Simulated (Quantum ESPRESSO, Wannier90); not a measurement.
## Tight-binding from DFT: TePb (rock salt)

```xyz
2
Lattice="0.0000 3.2709 3.2709 3.2709 0.0000 3.2709 3.2709 3.2709 0.0000" Properties=species:S:1:pos:R:3 pbc="T T T"
Te     0.0000     0.0000     0.0000
Pb     3.2709     3.2709     3.2709
```

Materials Project entry mp-19717; symmetrised, unrelaxed at this level. COD (Crystallography Open Database) has an entry of this formula and space group (matched by these alone). Computed values, not measurements, from PBEsol: Quantum ESPRESSO (norm-conserving PseudoDojo potentials, cutoff 66 Ry, no spin polarisation, no spin-orbit coupling) on a Γ-centred 8×8×8 mesh, then Wannier90. Density: 8×8×8 mesh, cold smearing 0.01 Ry. Spin-orbit coupling is left out although heavy elements are present.

Base run: 8 functions from bands 11-25 of the 25 computed, start hydrogen-like Te: s;p; Pb: s;p, frozen window up to 2.24 eV relative to the valence-band maximum, outer window open. One setting was then changed (edges relative to the valence-band maximum; misfit to pw.x on a path, for states up to 1.7 eV relative to the valence-band maximum).

| run | Ω_I (Å²) | rms misfit (meV) | worst (meV) |
|---|---|---|---|
| base | 13.72 | 2.8 | 19 |
| changed | 11.57 | 240 | 933 |

Which change was made?
A. only the lowest 10 of the kept bands
B. only the lowest 11 of the kept bands
C. frozen window to 1.74 eV
D. no frozen window
E. frozen window to 3.24 eV

D, no frozen window. The others give:

```csv
run,Ω_I (Å²),rms misfit (meV),worst (meV)
frozen window to 1.74 eV,13.52,4.6,58
frozen window to 3.24 eV,14.63,2.2,18
only the lowest 10 of the kept bands,15.39,1.1,7.6
only the lowest 11 of the kept bands,15.25,1.3,7.3
```
